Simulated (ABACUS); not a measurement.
Band structure of TePb (Fm-3m, 2 atoms in the cell; from Materials Project mp-19717).

```
TePb
1.0
    0.00000     3.27089     3.27089
    3.27089     0.00000     3.27089
    3.27089     3.27089     0.00000
Te Pb
1 1
Cartesian
  0.00000   0.00000   0.00000
  3.27089   3.27089   3.27089
```

Computed with ABACUS with PBE, numerical atomic orbitals TZDP (confined pseudo-atomic orbitals with Gaussian additions; energy shift 0.01 Ry), PseudoDojo 0.5 standard norm-conserving PBE (tails mended) pseudopotentials.

Settings: basis = TZDP numerical atomic orbitals, energy shift 0.01 Ry; KPT = Gamma 9 9 9 0 0 0; basis_type = lcao; ecutwfc = 100 Ry; smearing_method = gaussian; smearing_sigma = 0.00367493 Ry; potentials = PseudoDojo 0.5 standard norm-conserving PBE (tails mended); symmetry = 1; symmetry_prec = 1e-05; ks_solver = genelpa; scf_nmax = 100; scf_thr = 1.0e-07; mixing_type = broyden; mixing_beta = 0.7.

Spin-orbit coupling is left out, which matters for bands and gaps with elements this heavy. The atom-centred basis is finite, which shifts total energies and pressures against plane waves. The structure comes from a collection of computed structures, made at another level of theory; the collection holds predicted forms beside known ones.

Q: Predict the gap along the standard path and the places of the band edges.

A: The gap along the path is 0.86 eV, direct at L to within 0.01 eV.

Points are given in units of this cell's reciprocal vectors. Levels in eV from the top of the valence band on the path, bands 12 to 16:
```csv
point,12,13,14,15,16
Γ (0 0 0),-5.68,-1.23,-1.23,-1.23,4.02
X (0.5 0 0.5),-7.27,-4.24,-2.61,-2.61,3.49
W (0.5 0.25 0.75),-7.89,-3.55,-3.55,-0.32,1.69
K (0.375 0.375 0.75),-7.87,-3.87,-2.13,-1.95,3.55
L (0.5 0.5 0.5),-8.43,-0.79,-0.79,0.00,0.86
U (0.625 0.25 0.625),-7.87,-3.87,-2.13,-1.95,3.55
```

Higher empty bands are left out: an atom-centred basis made for the valence describes them poorly.

The atomic orbitals were generated for these runs; they are not ABACUS's published sets and were checked against plane waves on a few crystals only.

“Tails mended”: in these copies of the files the far tail of each local potential was reset to the Coulomb form.
